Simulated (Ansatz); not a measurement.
AgI (rock salt, Fm-3m) at seven volumes, plane-wave PAW LDA (Ansatz code), scaled uniformly. One row is withheld.

| V (Å³/atom) | P (GPa) |
|---|---|
| 23.363 | 6.76 |
| 24.133 | 4.07 |
| 24.903 | 1.84 |
| 25.673 | 0.00 |
| 26.444 | -1.52 |
| 27.214 | ? |
| 27.984 | -3.82 |

Q: Fit the shown pressures and predict the withheld one.

A: Third-order Birch–Murnaghan: P = (3/2)B₀(x^(7/2) − x^(5/2))[1 + (3/4)(B′ − 4)(x − 1)] with x = (V₀/V)^(2/3). Least squares on the six rows gives V₀ = 25.674 Å³/atom, B₀ = 55.75 GPa, B′ = 5.33. At V = 27.214, x = 0.9619 and P = -2.78 GPa. The run itself gave -2.78 GPa.

This is a known high-pressure phase of the composition, computed here at zero pressure and temperature. The cell was relaxed with LDA under the symmetry of its start; phonons show weakly imaginary modes. No spin polarisation was allowed. Scalar-relativistic: spin–orbit coupling is off unless named, which matters more the heavier the elements.

Potentials: the earlier of the program's two PAW sets. The files were generated under PBE; for other functionals the program regenerates the frozen cores, and for LDA and PBEsol the local potential too.
